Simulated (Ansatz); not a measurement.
The relaxed structure here is a generated cell of NiGe: the first start was made by a random draw of sites in a space group, and the end was not matched to a known phase here, so it may be hypothetical.

The end point of a relaxation of NiGe. Space group Pm-3m (No. 221), CsCl type. All values below come from r2SCAN (plane waves to 500 eV, PAW, scalar-relativistic; Ansatz, a program for electronic structure).

Space group Pm-3m (No. 221); a = 2.936 Å, b = 2.936 Å, c = 2.936 Å, α = 90.00°, β = 90.00°, γ = 90.00°

```csv
atom,site,symmetry,x,y,z
Ge,1a,m-3m,0.0000,0.0000,0.0000
Ni,1b,m-3m,0.5000,0.5000,0.5000
```

Predict the magnetic moment from r2SCAN.

Zero (the starting moments vanished).

No spin polarisation in the result: the starting moments vanished. A magnetic state may lie lower.

The run could not lose the symmetry of its start; a randomly shaken copy of 4 atoms returns to this structure.
